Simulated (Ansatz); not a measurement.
CoSn$_{3}$:
```cif
data_Co4Sn12
_chemical_formula_sum 'Co4 Sn12'
_space_group_name_H-M_alt 'P 1'
_space_group_IT_number 1
_cell_length_a 8.93076
_cell_length_b 8.93076
_cell_length_c 6.21343
_cell_angle_alpha 90.000
_cell_angle_beta 90.000
_cell_angle_gamma 40.626
loop_
_space_group_symop_operation_xyz
  'x, y, z'
loop_
_atom_site_label
_atom_site_type_symbol
_atom_site_fract_x
_atom_site_fract_y
_atom_site_fract_z
_atom_site_occupancy
Co1 Co 0.42030 0.42030 0.00000 1
Co2 Co 0.57970 0.57970 0.00000 1
Co3 Co 0.07970 0.07970 0.50000 1
Co4 Co 0.92030 0.92030 0.50000 1
Sn1 Sn 0.83643 0.16357 0.16321 1
Sn2 Sn 0.16357 0.83643 0.83679 1
Sn3 Sn 0.66357 0.33643 0.66321 1
Sn4 Sn 0.33643 0.66357 0.33679 1
Sn5 Sn 0.01740 0.65244 0.18163 1
Sn6 Sn 0.98260 0.34756 0.81837 1
Sn7 Sn 0.48260 0.84756 0.68163 1
Sn8 Sn 0.51740 0.15244 0.31837 1
Sn9 Sn 0.65244 0.01740 0.81837 1
Sn10 Sn 0.34756 0.98260 0.18163 1
Sn11 Sn 0.84756 0.48260 0.31837 1
Sn12 Sn 0.15244 0.51740 0.68163 1
```

Relaxed with PBEsol.

Problem. Which orbitals make up the states near the Fermi level in DFT-PBEsol in the program Ansatz with PAW potentials?

Solution. Within 0.5 eV of the Fermi level: Co 3d 49 %, Sn 5p 37 %, Sn 5s 10 %. Projections are on Löwdin-orthogonalised atomic valence shells; empty p or d shells of many metals are not among them.

Problem. Tabulate the density of states.

Solution. States/eV per cell of 16 atoms, in 0.25 eV bins, energy from the Fermi level.

```
E (eV)  total  Sn 5p  Co 3d  Sn 5s
------  -----  -----  -----  -----
-7.85    4.52   1.52   0.10   2.72
-7.60    4.62   1.49   0.13   2.84
-7.35    5.20   1.57   0.17   3.29
-7.10    4.89   1.46   0.21   3.06
-6.85    5.49   1.56   0.28   3.47
-6.60    4.03   1.16   0.22   2.50
-6.35    4.42   1.21   0.28   2.78
-6.10    3.56   0.97   0.23   2.24
-5.85    4.59   1.44   0.30   2.71
-5.60    5.25   1.66   0.41   2.94
-5.35    4.57   1.42   0.42   2.49
-5.10    3.01   0.97   0.31   1.53
-4.85    2.11   1.28   0.20   0.46
-4.60    3.56   2.48   0.34   0.47
-4.35    5.06   3.52   0.56   0.65
-4.10    6.42   4.27   0.86   0.90
-3.85    5.88   3.84   0.86   0.82
-3.60    6.33   4.13   0.99   0.80
-3.35    7.28   4.56   1.39   0.92
-3.10    8.82   5.24   2.13   1.04
-2.85   10.29   5.50   3.35   1.03
-2.60   13.03   5.86   5.73   0.96
-2.35   12.40   5.10   6.11   0.75
-2.10   13.28   5.56   6.42   0.86
-1.85   15.22   5.13   9.03   0.64
-1.60   26.92   6.04  19.53   0.75
-1.35   21.21   4.53  15.67   0.50
-1.10   18.86   4.52  13.25   0.61
-0.85   25.97   5.20  19.40   0.74
-0.60   17.25   4.43  11.57   0.70
-0.35   11.37   3.93   6.26   0.74
-0.10    7.32   3.04   3.29   0.68
0.15     6.95   2.81   2.99   0.84
0.40     5.64   2.19   2.36   0.87
0.65     7.58   3.16   2.83   1.26
0.90     6.84   3.00   2.21   1.28
1.15     7.52   3.65   2.04   1.39
1.40     7.63   3.84   1.86   1.44
1.65     7.64   4.08   1.62   1.41
1.90     7.71   4.38   1.43   1.28
2.15     8.31   4.98   1.28   1.26
2.40     8.49   5.21   1.13   1.19
2.65     7.84   4.95   0.93   1.00
2.90     8.62   5.50   0.86   0.97
3.15     8.86   5.77   0.81   0.84
3.40     8.63   5.74   0.68   0.72
3.65     8.97   6.08   0.64   0.70
3.90     8.86   6.01   0.58   0.71
4.15     7.88   5.37   0.44   0.58
4.40     7.72   5.33   0.40   0.52
4.65     8.14   5.59   0.39   0.47
4.90     8.23   5.59   0.35   0.40
```

Space group Cmce. The workflow started from a Materials Project entry (that database holds measured and hypothetical structures alike); the Crystallography Open Database copy checked does not list it. Its standing as an ambient phase is unchecked. Symmetry was held in the PBEsol relaxation; its stability against distortions is not shown here. The run is not spin-polarised. Scalar-relativistic: spin–orbit coupling is off unless named, which matters more the heavier the elements.

Potentials: the later of the program's two PAW sets.
